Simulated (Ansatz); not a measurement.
An adatom of Li (last atom) in a relaxed place, one a cell, on the (111) face of Al; held atoms: 1, 2, 3, 4, 5, 6, 7, 8:

```
CELL_PARAMETERS angstrom
5.63242 0.00000 0.00000
-2.81621 4.87782 0.00000
0.00000 0.00000 25.89828
ATOMIC_POSITIONS crystal
Al 0.33333 0.16667 0.32821
Al 0.33333 0.66667 0.32821
Al 0.83333 0.16667 0.32821
Al 0.83333 0.66667 0.32821
Al 0.66667 0.33333 0.41699
Al 0.66667 0.83333 0.41699
Al 0.16667 0.33333 0.41699
Al 0.16667 0.83333 0.41699
Al 0.00013 0.50007 0.50506
Al 0.00335 0.00168 0.50540
Al 0.49863 0.49683 0.50535
Al 0.49863 0.00179 0.50535
Al 0.33884 0.66942 0.59328
Al 0.33331 0.16665 0.59976
Al 0.83101 0.66911 0.59347
Al 0.83101 0.16190 0.59347
Li 0.00295 0.50149 0.67577
```

These are results of Ansatz 0.2.0, DFT PBE+D3(BJ), scalar-relativistic, plane waves, PAW, not measurements. Settings: cutoff 420 eV, Γ-centred mesh 6×6×1 on the computed 17-atom cell, Gaussian smearing of 0.10 eV; no spin polarisation. The cell repeats along c with a dipole correction in the vacuum.

It hops 1.62 Å to the relaxed place at (-0.328, 0.336) in fractions of a and b. The path is a climbing-image nudged elastic band with five inner images; energies are free energies at this smearing.

(1) How high is the barrier for this hop?

Other mechanisms, such as exchange with a surface atom, weren't sought.

Results:

(1) 0.03 eV forward and 0.01 eV backward.

| image | path length, all atoms (Å) | E − E_start (eV) | adatom x (Å) | y (Å) | height over the top atom (Å) |
| --- | --- | --- | --- | --- | --- |
| 0 | 0.00 | 0.000 | -1.40 | 2.45 | 1.97 |
| 1 | 0.32 | 0.006 | -1.65 | 2.30 | 1.97 |
| 2 | 0.63 | 0.019 | -1.92 | 2.14 | 1.98 |
| 3 | 0.95 | 0.026 | -2.19 | 1.99 | 2.00 |
| 4 | 1.19 | 0.024 | -2.39 | 1.87 | 2.00 |
| 5 | 1.43 | 0.019 | -2.60 | 1.75 | 2.00 |
| 6 | 1.67 | 0.016 | -2.80 | 1.64 | 2.02 |

Cost: 1 run of about 16 core-minutes, on Arm Neoverse V2 (shared hosts).